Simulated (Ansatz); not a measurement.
# GeOs: computed property card

GeOs in space group P-6m2 (No. 187; Os on 1a, Ge on 1f), a = b = 3.5035 Å, c = 2.9640 Å, α = β = 90.00°, γ = 120.00°.

Space group P-6m2 (No. 187); conventional cell a = 3.5035 Å, b = 3.5035 Å, c = 2.9640 Å, α = 90.00°, β = 90.00°, γ = 120.00°.

Method: the program Ansatz at the r²SCAN level (PAW). The cell and atoms are relaxed at this level. Other levels are named where they apply.

**Cell and energy**

```
Property                                                      Value
-----------------------------------------------------  ------------
Volume per atom                                            15.75 Å³
Density                                                 13.85 g/cm³
Formation energy from the elements (no fitted shifts)  0.28 eV/atom
```

**Electronic structure**

```
Property                                                                    Result
------------------------------------  --------------------------------------------
Electronic character                                             metallic (no gap)
Density of states at the Fermi level  0.55 states/eV per atom (mean over ±0.08 eV)
Gap with spin–orbit coupling                                       none (metallic)
```

**Mechanics**

```
Property                              Value
----------------------------------  -------
Bulk modulus (Birch–Murnaghan fit)  209 GPa
Pressure derivative B′                  4.8
```

**Charges**

```
Item                         Result
-------------  --------------------
Bader charges  Os -0.43, Ge +0.43 e
```

The cell is a constructed one: a structure type filled with these elements; neither database checked (COD, Materials Project) lists it. Whether it is the stable phase at ambient conditions was not checked. Symmetry was held in the r²SCAN relaxation; its stability against distortions is not shown here. No spin polarisation was allowed. The references are the lowest solids computed at this level, not always the standard phases. Spin–orbit coupling is left out wherever it is not named.

Potentials: the earlier of the program's two PAW sets.
